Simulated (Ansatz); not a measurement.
# Data sheet: Nb$_{2}$GaC (DFT)

Nb₂GaC:
```
Nb2GaC
1.0
    3.11874     0.00000     0.00000
   -1.55937     2.70091     0.00000
    0.00000     0.00000    13.47317
Nb Ga C
4 2 2
Direct
  0.66667   0.33333   0.91033
  0.33333   0.66667   0.08967
  0.33333   0.66667   0.41033
  0.66667   0.33333   0.58967
  0.66667   0.33333   0.25000
  0.33333   0.66667   0.75000
  0.00000   0.00000   0.00000
  0.00000   0.00000   0.50000
```

Space group P6_3/mmc (No. 194); conventional cell a = b = 3.119 Å, c = 13.473 Å, α = β = 90.00°, γ = 120.00°.

Method: PBEsol in the plane-wave PAW code Ansatz. Structure relaxed to zero pressure with the same functional. Other levels are named where they apply.

### Cell and energy

```yaml
volume_per_atom: 14.19 Å³
density: 7.83 g/cm³
Formation energy from the elements (no fitted shifts): -0.61 eV/atom
```

### Electronic structure

```yaml
electronic_character: metallic (no gap)
Density of states at the Fermi level: 0.45 states/eV per atom (mean over ±0.08 eV)
Gap with spin–orbit coupling: none (metallic)
```

### Mechanics

```yaml
Bulk modulus (Birch–Murnaghan fit): 188 GPa
Pressure derivative B′: 4.7
Elastic constants (relaxed ions, GPa): C11 = 329, C12 = 96.7, C13 = 143, C33 = 290, C44 = 141
mechanical_stability: stable (all eigenvalues of C positive)
hill_bulk_and_shear_moduli: 190 and 114 GPa
Young's modulus: 285 GPa
Poisson's ratio: 0.25
debye_temperature_from_the_elastic_constants: 521 K
```

### Phonons

```yaml
highest_zone_centre_frequency: 657 cm⁻¹
zone_centre_stability: no imaginary mode at Γ
```

The workflow started from a Materials Project entry (that database holds measured and hypothetical structures alike); the Crystallography Open Database copy checked does not list it. Whether it is the stable phase at ambient conditions was not checked. The cell was relaxed with PBEsol under the symmetry of its start. No spin polarisation was allowed. As this level gives no gap, shear constants depend on the k-mesh and smearing (Fermi–Dirac, 0.1 eV here). As this level gives no gap, phonon frequencies hold no LO–TO term and depend on the k-mesh and smearing (Fermi–Dirac, 0.1 eV here). The references are the lowest solids computed at this level, not always the standard phases. Spin–orbit coupling is left out wherever it is not named.

Potentials: the later of the program's two PAW sets.
